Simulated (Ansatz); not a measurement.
A geometry of Pt away from equilibrium: step 2 of the relaxation of a relaxed Pt cell, doubled along one cell vector, shaken by Gaussian noise of σ = 0.08 Å a coordinate. Level of theory: PBEsol (plane waves to 420 eV, PAW, scalar-relativistic; Ansatz, a program for electronic structure). Γ-centred k-mesh 5×9×9 on the run's cell (coarser than for final values), Fermi–Dirac smearing 0.05 eV.

```yaml
crystal:
  lattice:
    - [-5.00803, 5.00451, 5.02626]
    - [2.50679, -2.51918, 2.53283]
    - [2.51532, 2.53048, -2.53006]
  atoms:
    - { symbol: Pt, position: [0.29528, 0.57808, 0.57978] }
    - { symbol: Pt, position: [0.79614, 0.58705, 0.59086] }
    - { symbol: Pt, position: [0.00353, 0.98135, 0.37926] }
    - { symbol: Pt, position: [0.50399, 0.00376, 0.39144] }
    - { symbol: Pt, position: [0.00326, 0.37188, 0.98377] }
    - { symbol: Pt, position: [0.50155, 0.38315, 0.99598] }
    - { symbol: Pt, position: [0.19032, 0.98623, 0.98685] }
    - { symbol: Pt, position: [0.69835, 0.00807, 0.01036] }
```

Problem. Which atoms carry the largest force, and which way does it point?

Solution. 1.50 eV/Å, on Pt1, Pt2 (atoms numbered as listed); on Pt1 its components are (0.97, 0.81, 0.82).

Problem. What is the pressure?

Solution. +6.3 GPa, compression positive.

Problem. How far above the relaxed end point is this geometry?

Solution. 0.26 eV/atom; the path ends in I4/mmm (No. 139) (AFLOW prototype A_tI2_139_a (A_a)).

No spin polarisation in the result.

The end of the path is a generated cell of Pt: the first start was made by a random draw of sites in a space group, and the end was not matched to a known phase here, so it may be hypothetical. Known forms of Pt include space group No. 225.
